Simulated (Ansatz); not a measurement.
The cell is La3GaN4, ordered on the wurtzite lattice (Pm) with 8 atoms a cell; cell and atoms were relaxed with r2SCAN. The symmetry is Pm (No. 6, monoclinic); conventional cell a = 5.743 Å, b = 3.849 Å, c = 6.880 Å, β = 91.0°, 19.01 Å³ an atom. Ga has 4 N at 1.92–2.23 Å; La has 4 N at 2.40–2.58 Å; La has 4 N at 2.33–2.50 Å; La has 4 N at 2.35–2.51 Å; N has 1 Ga at 1.92 Å and 3 La at 2.33–2.35 Å; N has 4 La at 2.36–2.43 Å; N has 2 Ga at 2.23 Å and 2 La at 2.50–2.58 Å; N has 1 Ga at 2.01 Å and 3 La at 2.40–2.51 Å.

```yaml
crystal:
  lattice:
    - [5.74295, 0.00000, 0.05240]
    - [0.00000, 3.84860, 0.00000]
    - [0.05688, 0.00000, 6.88016]
  atoms:
    - { symbol: Ga, position: [0.00530, 0.00000, 0.64910] }
    - { symbol: La, position: [0.01373, 0.50000, 0.16013] }
    - { symbol: La, position: [0.53058, 0.50000, 0.82751] }
    - { symbol: La, position: [0.51350, 0.00000, 0.36221] }
    - { symbol: N, position: [0.67122, 0.00000, 0.67492] }
    - { symbol: N, position: [0.59109, 0.50000, 0.17297] }
    - { symbol: N, position: [0.09801, 0.50000, 0.79122] }
    - { symbol: N, position: [0.07657, 0.00000, 0.36195] }
```

The questions ask for values computed with the plane-wave code Ansatz on this geometry. Simulation only: non-magnetic, and no claim that this is the phase found in nature.

(1) What gap does PBE give, and where are the band edges?

(2) How does the gap change from PBE to PBE+SOC (4×6×4)?

(3) Estimate the gap with r2SCAN on 4×6×4.

(4) What does HSE06 give for the gap (4×4×2 mesh)?

Answers

(1) With PBE the valence top lies at D and the conduction bottom at Γ, 0.61 eV higher; the smallest vertical gap, at Γ, is 0.98 eV.

(2) The PBE+SOC gap is indirect, 0.60 eV (D to Γ), below the direct gap of 0.98 eV at Γ. The gap differs by -0.01 eV from PBE's.

(3) With r2SCAN the valence top lies at D and the conduction bottom at Γ, 0.86 eV higher; the smallest vertical gap, at Γ, is 1.24 eV. The gap differs by +0.25 eV from PBE's.

(4) HSE06 gives an indirect gap of 1.53 eV, from D to Γ; the least direct gap is 1.91 eV at Γ. The gap differs by +0.92 eV from PBE's.

Only the levels marked +SOC include spin-orbit coupling.

The meshes of the hybrids are coarse, so their gaps aren't converged to the digits shown.
